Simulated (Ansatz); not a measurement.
Rb3CrF6:
```
CELL_PARAMETERS angstrom
      0.00000     4.54915     4.54915
      4.54915     0.00000     4.54915
      4.54915     4.54915     0.00000
ATOMIC_POSITIONS crystal
  Rb 0.25000 0.25000 0.25000
  Rb 0.75000 0.75000 0.75000
  Rb 0.50000 0.50000 0.50000
  Cr 0.00000 0.00000 0.00000
  F  0.78997 0.21003 0.21003
  F  0.21003 0.78997 0.78997
  F  0.21003 0.78997 0.21003
  F  0.78997 0.21003 0.78997
  F  0.21003 0.21003 0.78997
  F  0.78997 0.78997 0.21003
```
The run is spin-polarised; directions of the spins, atom by atom: 0 0 0 ↑ 0 0 0 0 0 0.

Relaxed with HSE06. Special points in fractions of this cell's reciprocal vectors: Γ (0.000, 0.000, 0.000); X (0.500, 0.000, 0.500); U (0.625, 0.250, 0.625); K (0.375, 0.375, 0.750); L (0.500, 0.500, 0.500); W (0.500, 0.250, 0.750).

Problem. List the band energies nearest the valence-band maximum at these points for HSE06 in the plane-wave PAW code Ansatz.

Solution. In eV from the valence-band maximum; about four levels below and three above (degenerate sets whole), none deeper than 8.9 eV; points with the same levels are listed once.

| k | below | above |
|---|---|---|
| Γ ↑ | -2.46 -2.46 -2.46 -0.07 -0.07 -0.07 | 6.00 6.14 6.14 |
| X ↑ | -2.47 -0.12 0.00 0.00 | 6.03 6.18 7.99 |
| U ↑ | -2.49 -0.09 -0.02 -0.01 | 6.09 6.25 8.24 |
| L ↑ | -2.53 -2.53 -2.52 -0.06 -0.03 -0.03 | 6.32 6.32 7.86 |
| W ↑ | -2.52 -2.52 -0.06 -0.06 0.00 | 6.07 6.27 8.34 8.34 |
| Γ ↓ | -2.69 -2.69 -2.69 -2.35 -2.35 -2.35 | 6.04 6.83 6.83 6.83 |
| X ↓ | -2.68 -2.68 -2.53 -2.53 -2.35 | 6.80 6.98 6.98 |
| U ↓ | -2.75 -2.50 -2.49 -2.38 | 6.86 6.96 6.97 |
| L ↓ | -2.83 -2.83 -2.83 -2.42 -2.42 -2.41 | 6.92 6.93 6.93 |
| W ↓ | -2.73 -2.73 -2.54 -2.42 -2.42 | 6.90 6.90 6.98 |

Space group Fm-3m. The workflow started from a Materials Project entry (that database holds measured and hypothetical structures alike); the Crystallography Open Database copy checked does not list it. Its standing as an ambient phase is unchecked. Symmetry was held in the HSE06 relaxation; whether a distortion lowers the energy is not shown. Spin order of the final state: ferromagnetic, chosen from 3 collinear starts compared on coarse meshes with r²SCAN (ties went to the first, and starts can fall back to one state), not a proven ground state. Other orbital occupations within this spin state were not tried. The hybrid was solved on a coarse mesh, the path and, where they were found, the r²SCAN edge points; its band edges are the extreme levels among these. Spin–orbit coupling is left out wherever it is not named.

Potentials: the later of the program's two PAW sets.
